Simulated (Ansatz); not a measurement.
Input, command and steps of an Ansatz relaxation.

```yaml
crystal:
  lattice:
    - [1.5565709103, -4.9009609359, 0.0]
    - [1.5565709103, 4.9009609359, 0.0]
    - [0.0, 0.0, 7.2975860801]
  atoms:
    - { symbol: Ca, position: [0.74983703, 0.25016297, 0.25] }
    - { symbol: Ca, position: [0.25016297, 0.74983703, 0.75] }
    - { symbol: Rh, position: [0.0, 0.0, 0.5], spin: 0.54 }
    - { symbol: Rh, position: [0.0, 0.0, 0.0], spin: 0.54 }
    - { symbol: O, position: [0.07550895, 0.92449105, 0.25], spin: 0.18 }
    - { symbol: O, position: [0.92449105, 0.07550895, 0.75], spin: 0.18 }
    - { symbol: O, position: [0.37341133, 0.62658867, 0.44780441], spin: 0.12 }
    - { symbol: O, position: [0.62658867, 0.37341133, 0.55219559], spin: 0.12 }
    - { symbol: O, position: [0.37341133, 0.62658867, 0.05219559], spin: 0.12 }
    - { symbol: O, position: [0.62658867, 0.37341133, 0.94780441], spin: 0.12 }
basis:
  ecutwfc: 500
kpoints:
  mp_grid: { grid: [12, 12, 6] }
hamiltonian:
  xc: r2scan
scf:
  occupations: { method: gaussian, width: 0.1 }
output:
  forces: true
  stress: true
  eigenvalues: true
  populations: true
magnetization:
  spin_polarized: true
relax:
  adjacent_minimum: "off"
  f_tol: 0.005
  max_steps: 80
  cell: { stress_tol: 0.05 }
```

```bash
ansatz run input.yaml --threads 2 --pin off --max-ram 5120MiB --backend cpu --events-out ev --progress --plain --runs-dir out
```

Computed with Ansatz 0.2.0, DFT r2SCAN, scalar-relativistic, plane waves, PAW.

Of 4 frames 3 are shown, positions in Å and forces in eV/Å; the SCF threshold varies from step to step. Steps run on the plane waves of an earlier cell, with a Pulay correction in the pressure. The basis is chosen afresh for the last frame, the zero of the energies, and at times for earlier ones too; energy and pressure can step there, also at an unchanged geometry. Where two frames share a geometry here, they differ by under 2 meV/atom and 0.3 GPa.

```xyz
10
Lattice="1.5566 -4.9010 0.0000 1.5566 4.9010 0.0000 0.0000 0.0000 7.2976" Properties=species:S:1:pos:R:3:forces:R:3 pbc="T T T" step=1 free_energy_over_end_meV_per_atom=0.14 pressure_GPa=-0.82
Ca    1.5566   -2.4489    1.8244    0.0000    0.0302    0.0000
Ca    1.5566    2.4489    5.4732    0.0000   -0.0302    0.0000
Rh    0.0000    0.0000    3.6488    0.0000    0.0000    0.0000
Rh    0.0000    0.0000    0.0000    0.0000    0.0000    0.0000
O     1.5566    4.1608    1.8244    0.0000   -0.0188    0.0000
O     1.5566   -4.1608    5.4732    0.0000    0.0188    0.0000
O     1.5566    1.2408    3.2679    0.0000   -0.0015    0.0115
O     1.5566   -1.2408    4.0297    0.0000    0.0015   -0.0115
O     1.5566    1.2408    0.3809    0.0000   -0.0015   -0.0115
O     1.5566   -1.2408    6.9167    0.0000    0.0015    0.0115
10
Lattice="1.5529 -4.8932 0.0000 1.5529 4.8932 0.0000 0.0000 0.0000 7.2904" Properties=species:S:1:pos:R:3:forces:R:3 pbc="T T T" step=2 free_energy_over_end_meV_per_atom=-0.02 pressure_GPa=0.01
Ca    1.5529   -2.4436    1.8226    0.0000    0.0033    0.0000
Ca    1.5529    2.4436    5.4678    0.0000   -0.0033    0.0000
Rh    0.0000    0.0000    3.6452    0.0000    0.0000    0.0000
Rh    0.0000    0.0000    0.0000    0.0000    0.0000    0.0000
O     1.5529    4.1535    1.8226    0.0000    0.0114    0.0000
O     1.5529   -4.1535    5.4678    0.0000   -0.0114    0.0000
O     1.5529    1.2429    3.2656    0.0000   -0.0242    0.0015
O     1.5529   -1.2429    4.0248    0.0000    0.0242   -0.0015
O     1.5529    1.2429    0.3796    0.0000   -0.0242   -0.0015
O     1.5529   -1.2429    6.9108    0.0000    0.0242    0.0015
10
Lattice="1.5536 -4.8949 0.0000 1.5536 4.8949 0.0000 0.0000 0.0000 7.2873" Properties=species:S:1:pos:R:3:forces:R:3 pbc="T T T" step=4 free_energy_over_end_meV_per_atom=0.00 pressure_GPa=0.00
Ca    1.5536   -2.4442    1.8218    0.0000    0.0038    0.0000
Ca    1.5536    2.4442    5.4655    0.0000   -0.0038    0.0000
Rh    0.0000    0.0000    3.6437    0.0000    0.0000    0.0000
Rh    0.0000    0.0000    0.0000    0.0000    0.0000    0.0000
O     1.5536    4.1548    1.8218    0.0000   -0.0036    0.0000
O     1.5536   -4.1548    5.4655    0.0000    0.0036    0.0000
O     1.5536    1.2414    3.2636    0.0000   -0.0015    0.0020
O     1.5536   -1.2414    4.0237    0.0000    0.0015   -0.0020
O     1.5536    1.2414    0.3801    0.0000   -0.0015   -0.0020
O     1.5536   -1.2414    6.9073    0.0000    0.0015    0.0020
```

It took 12 min on 2 threads of Arm Neoverse V2, with other jobs on the host, peak memory 2.1 GiB.

The state reached may not be the lowest one.